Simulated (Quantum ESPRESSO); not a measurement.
Ru3Al2Ir2Cu, a curve over strain

Computed values, not a measurement. The program is pw.x of Quantum ESPRESSO 7.5 (plane-wave density functional theory). The cell is made up: eight metal atoms on a face-centred cubic lattice, with elements, volume, strain and displacements drawn at random and not relaxed, so it may be unstable or far from any real phase. PseudoDojo standard norm-conserving files set the functional (PBE unless stated); there is no spin polarisation or spin-orbit coupling, the Fermi-Dirac width of 0.25 eV means electrons at about 2900 K, and the masses in the input are unused placeholders. The copper pseudopotential is less sure than most, with forces differing by about three percent and pressure by about two GPa from a second method on plain copper. Heavy elements are run without spin-orbit coupling, which real alloys of them have. A spin test at this wide smearing found no moment, but such smearing suppresses magnetism that the real alloy may have.

Seven runs add a strain to one cell (biaxial xx and yy); the atoms follow the cell and are not relaxed. Stress in the table is positive in tension.

Input of the run at -0.0030:

```
&control calculation='scf', pseudo_dir='./dojo.nc.sr.pbe.v0_5.standard.upf', outdir='./o', disk_io='minimal', tprnfor=.true., tstress=.true. /
&system ibrav=0, nat=8, ntyp=4, nbnd=68, ecutwfc=92.02030273, nosym=.true., tot_charge=0,
 occupations='smearing', smearing='fd', degauss=0.0183746611
/
&electrons conv_thr=1.470e-08, electron_maxstep=70, mixing_beta=0.5 /
ATOMIC_SPECIES
Al 1.0 Al.upf
Cu 1.0 Cu.upf
Ir 1.0 Ir.upf
Ru 1.0 Ru.upf
CELL_PARAMETERS angstrom
0.0 -1.91 -1.9157
-3.8199 1.91 -1.9157
5.7298 5.7298 -3.8314
ATOMIC_POSITIONS angstrom
Ru 0.029 -0.0513 0.0465
Al -0.1124 2.0581 -2.0036
Ir 0.1634 3.8394 -3.9613
Ru 3.7103 3.8424 -3.7711
Ir -1.9791 0.0342 -1.8791
Cu -2.0087 1.7699 -3.7658
Al 1.9569 1.922 -3.8803
Ru 1.738 3.7959 -5.7073
K_POINTS automatic
9 5 3 1 1 1
```

```
added strain  free energy less that of the input shown (eV)  stress xx (GPa)  stress yy (GPa)  stress zz (GPa)  stress xy (GPa)  pressure (GPa)  iterations
     -0.0222                                         0.3888           -19.99           -22.02           -19.35            -2.07           20.45          21
     -0.0175                                         0.2630           -16.76           -18.68           -17.02            -1.98           17.48          18
     -0.0116                                         0.1346           -12.94           -14.73           -14.25            -1.88           13.98          21
     -0.0082                                         0.0744           -10.85           -12.57           -12.73            -1.82           12.05          21
     -0.0030                                         0.0000            -7.80            -9.41           -10.47            -1.73            9.23          21
     +0.0152                                        -0.0947             1.53             0.24            -3.43            -1.45            0.55          21
```

Question: one run is left out of the table, at +0.0061. Estimate its stress xx (GPa).

Answer: -2.89. The whole row:

```
added strain  free energy less that of the input shown (eV)  stress xx (GPa)  stress yy (GPa)  stress zz (GPa)  stress xy (GPa)  pressure (GPa)  iterations
     +0.0061                                        -0.0770            -2.89            -4.34            -6.80            -1.59            4.68          21
```

A cubic fit gives a slope of stress xx against the added strain of 549 GPa at zero added strain, with the atoms clamped. Across the table the energy follows the integral of volume times stress to 1.1 meV. A rerun of one of the cells at a higher cutoff and on a denser mesh moved values by no more than 0.005 eV in energy, 0.08 GPa in stress and 0.014 eV/Å in force, and a second program with other atomic files agreed on that cell to 2 % rms in force and 0.5 GPa in pressure.